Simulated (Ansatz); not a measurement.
A relaxed cell of In3Ga2As5 is given with its symmetry left out. The cell was found from a structure generator's guess, not taken from experiment.

The calculation used DFT PBE, scalar-relativistic, plane waves, PAW in Ansatz. Cutoff 420 eV, Γ-centred mesh, Gaussian smearing, no spin polarisation.

```
In Ga As
1.0
     2.12574    1.22729   17.40904
    -2.12574    1.22729   17.40904
     0.00000   -2.45459   17.40904
In Ga As
3 2 5
Direct
  0.00297 0.00297 0.00297
  0.19730 0.19730 0.19730
  0.60012 0.60012 0.60012
  0.40224 0.40224 0.40224
  0.79799 0.79799 0.79799
  0.05425 0.05425 0.05425
  0.45003 0.45003 0.45003
  0.84560 0.84560 0.84560
  0.24834 0.24834 0.24834
  0.65115 0.65115 0.65115
```

Energies over the elements count from the elements' standard structures at the same level, with no fitted energy shifts.

**Question.** What space group does it have?

**Answer.** R3m (No. 160), with In and Ga ordered on zinc blende sites. Conventional cell: a = 4.251 Å, c = 52.227 Å. In on its first site has 4 As at 2.64–2.68 Å; around In on its second site lie 4 As at 2.64–2.67 Å; around Ga on its first site lie 4 As at 2.50–2.57 Å; around As on its first site lie 3 Ga at 2.57 Å and 1 In at 2.68 Å; 6 more sites not described.

**Question.** How far does it lie from the elements in energy?

**Answer.** −0.26 eV/atom. Whether it is stable depends on the other phases of the system, which aren't compared here.

**Question.** Is it a metal?

**Answer.** There is no gap on the 12×12×12 mesh, but valence and conduction bands meet within 0.015 eV, so at this level it has a zero gap rather than a metal's Fermi surface.

The last run used a 12×12×12 mesh for its 10-atom cell and Gaussian smearing of 0.10 eV. The zero gap may come from the functional, which often closes small gaps. The reference form of As is held partly by dispersion forces, which this level lacks. A structure relaxed within its symmetry needn't be a true minimum.
